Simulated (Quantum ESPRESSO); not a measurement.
## Ta3SnPd2TiZn (one composition in several site orders)

A calculation, not a measurement. The program is pw.x of Quantum ESPRESSO 7.5 (plane-wave density functional theory). The cell is made up: eight metal atoms on a hexagonal close-packed lattice, with elements, volume, strain and displacements drawn at random and not relaxed, so it may be unstable or far from any real phase. PseudoDojo standard norm-conserving files set the functional (PBE unless stated); there is no spin polarisation or spin-orbit coupling, the Fermi-Dirac width of 0.25 eV means electrons at about 2900 K, and the masses in the input are unused placeholders. The tin pseudopotential is less sure than most, with forces differing by about three percent from a second method on plain tin. Heavy elements are run without spin-orbit coupling, which real alloys of them have. A spin test at this wide smearing found no moment, but such smearing suppresses magnetism that the real alloy may have.

The runs put one composition on the sites in different orders. Cell, positions, cutoff, mesh and smearing stay as in the input of run 1; sites are counted in its order. Stress in the tables is positive in tension.

Input of run 1:

```
&control calculation='scf', pseudo_dir='./dojo.nc.sr.pbe.v0_5.standard.upf', outdir='./o', disk_io='minimal', tprnfor=.true., tstress=.true. /
&system ibrav=0, nat=8, ntyp=5, nbnd=77, ecutwfc=84.00895049, nosym=.true., tot_charge=0,
 occupations='smearing', smearing='fd', degauss=0.0183746611
/
&electrons conv_thr=1.470e-08, electron_maxstep=70, mixing_beta=0.5 /
ATOMIC_SPECIES
Pd 1.0 Pd.upf
Sn 1.0 Sn.upf
Ta 1.0 Ta.upf
Ti 1.0 Ti.upf
Zn 1.0 Zn.upf
CELL_PARAMETERS angstrom
2.9123 -0.0283 0.0258
-0.049 5.0782 -0.0325
0.0808 -0.0588 9.3789
ATOMIC_POSITIONS angstrom
Ta -0.0434 0.0767 0.0557
Sn 0.1134 0.0227 4.6181
Pd 0.0344 1.6864 2.2992
Ta 0.0142 1.6779 6.9451
Ta 1.435 2.5084 0.0178
Pd 1.509 2.4986 4.5677
Ti 1.576 4.1778 2.445
Zn 1.4416 4.2113 6.9835
K_POINTS automatic
8 5 3 1 1 1
```

| run | elements on sites 1 to 8 | free energy less that of run 1 (eV) | -TS (eV) | pressure (GPa) | stress xx (GPa) | stress yy (GPa) | stress zz (GPa) | stress yz (GPa) | stress xz (GPa) | stress xy (GPa) | iterations |
| --- | --- | --- | --- | --- | --- | --- | --- | --- | --- | --- | --- |
| 1 | Ta Sn Pd Ta Ta Pd Ti Zn | 0.000 | -1.534 | 2.85 | -3.18 | -0.45 | -4.94 | -2.01 | 0.39 | -1.01 | 19 |
| 2 | Zn Pd Ta Ti Ta Ta Pd Sn | 0.290 | -1.486 | 2.98 | -2.01 | -0.68 | -6.23 | -2.22 | 0.06 | -1.01 | 20 |
| 3 | Pd Ta Sn Ti Ta Ta Pd Zn | 0.586 | -1.466 | 4.66 | -4.53 | -1.24 | -8.21 | 0.50 | 0.90 | -0.54 | 20 |
| 4 | Pd Ta Pd Ta Ti Zn Sn Ta | -0.107 | -1.477 | 2.46 | -2.22 | -0.99 | -4.16 | -1.59 | -0.21 | -0.41 | 19 |
| 5 | Ta Pd Zn Ta Ti Ta Pd Sn | 0.415 | -1.487 | 1.82 | -1.93 | -0.03 | -3.50 | -3.18 | 0.52 | -1.10 | 21 |
| 6 | Ta Sn Zn Ti Pd Ta Pd Ta | 0.291 | -1.457 | 1.84 | -0.55 | -1.84 | -3.12 | 0.22 | 0.36 | -0.83 | 20 |

Forces Fx Fy Fz (eV/Å):

```
site              run 1             run 2              run 3              run 4              run 5              run 6
   1   0.25 -0.96 -1.14   0.04 -0.44 0.31   0.16 -0.84 -1.00   0.06 -0.34 -0.72   0.23 -0.11 -0.01   0.20 -0.77 -0.44
   2     0.09 0.12 0.74   0.02 -0.04 0.45    0.05 -0.59 1.69     0.21 0.54 2.00     0.00 0.10 0.31  -0.14 -0.36 -0.20
   3    0.05 0.17 -0.40   0.09 -0.46 0.29  -0.03 -0.47 -0.90     0.00 0.50 0.28   0.03 -0.20 -0.04    0.06 0.52 -0.66
   4    -0.06 0.24 0.85  -0.01 0.09 -0.01    -0.03 0.29 0.56   -0.03 0.34 -0.34    -0.03 0.08 0.28    -0.01 0.11 0.99
   5    -0.14 1.01 0.05    0.05 0.27 0.31    0.12 1.07 -1.55   0.01 -0.26 -0.31    -0.04 0.20 0.75   -0.04 0.11 -0.12
   6    -0.04 0.24 0.83    0.05 0.16 0.01    -0.04 0.62 1.99    0.01 -0.31 0.68     0.03 0.08 0.12     0.16 0.38 0.96
   7  -0.19 -0.51 -1.37  -0.23 0.21 -1.26   -0.26 0.19 -1.11  -0.21 -0.18 -2.48  -0.26 -0.04 -1.21   -0.23 0.23 -1.19
   8    0.05 -0.31 0.44  -0.01 0.21 -0.11    0.03 -0.26 0.33   -0.05 -0.30 0.90   0.05 -0.12 -0.21   -0.01 -0.21 0.66
```

The sites are displaced and not relaxed, so the energy differences mix bonding between neighbours with strain and are not ordering energies. A rerun of one cell of this series at a higher cutoff and on a denser mesh moved values by no more than 0.003 eV in energy, 0.05 GPa in stress and 0.009 eV/Å in force, and a second program with other atomic files agreed on that cell to 2 % rms in force and 0.5 GPa in pressure.